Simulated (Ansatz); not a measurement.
The relaxed structure here is a generated cell of TaSi2: the first start was made by placing the elements on the sites of a structure type, and the end was not matched to a known phase here, so it may be hypothetical. Known forms of TaSi2 include space group No. 181.

One starting cell of TaSi$_{2}$ (a generated cell, TaSi2 placed in the AlB2 structure type) was relaxed twice with Ansatz (plane waves, PAW, scalar-relativistic): with r2SCAN at 500 eV and with PBE at 420 eV. The r2SCAN result:

TaSi$_{2}$ is modelled in the hexagonal space group P6/mmm (No. 191), Pearson symbol hP3. Lattice parameters: a = b = 4.3697 Å, c = 2.6284 Å, α = β = 90.00°, γ = 120.00°. Ta on 1a has 2 Ta at 2.628 Å and 12 Si at 2.845 Å. Si on 2d is coordinated by 5 Si at 2.523–2.628 Å and 6 Ta at 2.845 Å. (Neighbours: up to the widest gap in distance over summed covalent radii, below 1.35, at either atom; cation-cation and far metal-metal contacts left out.)

```
quantity                          r2SCAN     PBE
--------------------------------  ------  ------
space group                       P6/mmm  P6/mmm
volume (Å³/atom)                   14.49       …
a (Å)                              4.370       …
c (Å)                              2.628       …
gap (eV, no spin-orbit coupling)    0.00       …
```

Q: What does PBE give for the same quantities?

A: 
- volume (Å³/atom), PBE: 14.85
- a (Å), PBE: 4.407
- c (Å), PBE: 2.649
- gap (eV, no spin-orbit coupling), PBE: 0.00

Both levels end in the same structure; PBE's volume is 2.5 % larger. Neither column is exact.

No spin polarisation in the result. The relaxed primitive cell holds an odd number of electrons. A magnetic state may lie lower.

The run could not lower the symmetry of its start; a shaken copy of this end point relaxes with r2SCAN to I4/mmm (No. 139), 0.45 eV/atom lower.

Ansatz is an electronic-structure program.
